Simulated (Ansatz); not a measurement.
BaTiO3 (P4mm), relaxed with HSE06 (Ansatz, a quantum-chemistry and plane-wave program, plane waves, PAW): a = b = 3.9499 Å, c = 4.1386 Å, α = β = γ = 90.00°.

- gap (eV) = 3.37
- B₀ by P(V) fit (GPa) = 93.2

Problem. The same phase is relaxed and computed with LDA in the same code. What are the cell and these values now?

Solution. a = b = 3.927 Å, c = 3.975 Å, α = β = γ = 90.00°.

- gap (eV): 1.85
- B₀ by P(V) fit (GPa): 149

Unstable at this level: BaTiO3, P4mm (Ba on 1b, Ti on 1a, O on 2c, O on 1a) with LDA. All cells were relaxed under the symmetry of their starts (and spin orders); stability against distortions was not tested throughout. Rows with no word on spin ran without spin polarisation. Spin–orbit coupling is left out wherever it is not named.

Potentials: the earlier of the program's two PAW sets.

Ansatz is a plane-wave DFT program.
